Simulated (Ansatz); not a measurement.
Cs₂Ni₃S₄:
```
CELL_PARAMETERS angstrom
      0.00000     5.02259     7.43444
      2.95756     0.00000     7.43444
      2.95756     5.02259     0.00000
ATOMIC_POSITIONS crystal
  Cs 0.66301 0.66301 0.33699
  Cs 0.33699 0.33699 0.66301
  Ni 0.00000 0.00000 0.00000
  Ni 0.00000 0.00000 0.50000
  Ni 0.50000 0.50000 0.00000
  S  0.07222 0.73699 0.26301
  S  0.92778 0.26301 0.73699
  S  0.73699 0.07222 0.92778
  S  0.26301 0.92778 0.07222
```

Relaxed with r²SCAN. Special points in fractions of this cell's reciprocal vectors: Γ (0.000, 0.000, 0.000); Y (0.500, 0.000, 0.500); T (1.000, 0.500, 0.500); Z (0.500, 0.500, 0.000); Σ0 (0.000, 0.376, 0.376); U0 (1.000, 0.624, 0.624); C0 (0.500, 0.203, 0.703); A0 (0.500, 0.797, 0.297); L (0.500, 0.500, 0.500).

Problem. List the band energies nearest the valence-band maximum at these points for DFT-r²SCAN in the program Ansatz with PAW potentials.

Solution. In eV from the valence-band maximum; about four levels below and three above (degenerate sets whole), none deeper than 8.9 eV; points with the same levels are listed once.

```
k                           below           above
--  -----------------------------  --------------
Γ         -0.92 -0.42 -0.13 -0.10  1.63 1.70 2.53
Y         -0.74 -0.28 -0.18 -0.16  1.40 1.57 1.64
T         -0.70 -0.28 -0.18 -0.14  1.41 1.49 1.58
Z         -0.92 -0.42 -0.16 -0.09  1.66 1.70 2.62
Σ0        -0.72 -0.34 -0.25 -0.01  1.47 1.54 1.64
C0  -0.78 -0.78 -0.30 -0.29 -0.04  1.41 1.53 1.87
L         -0.74 -0.22 -0.20 -0.19  1.37 1.41 1.61
```

Space group Fmmm. The workflow started from a Materials Project entry (that database holds measured and hypothetical structures alike); the Crystallography Open Database copy checked does not list it. Whether it is the stable phase at ambient conditions was not checked. The r²SCAN relaxation kept the symmetry of its start; whether a distortion lowers the energy is not shown. The run is not spin-polarised. Spin–orbit coupling is left out wherever it is not named.

Potentials: the later of the program's two PAW sets.
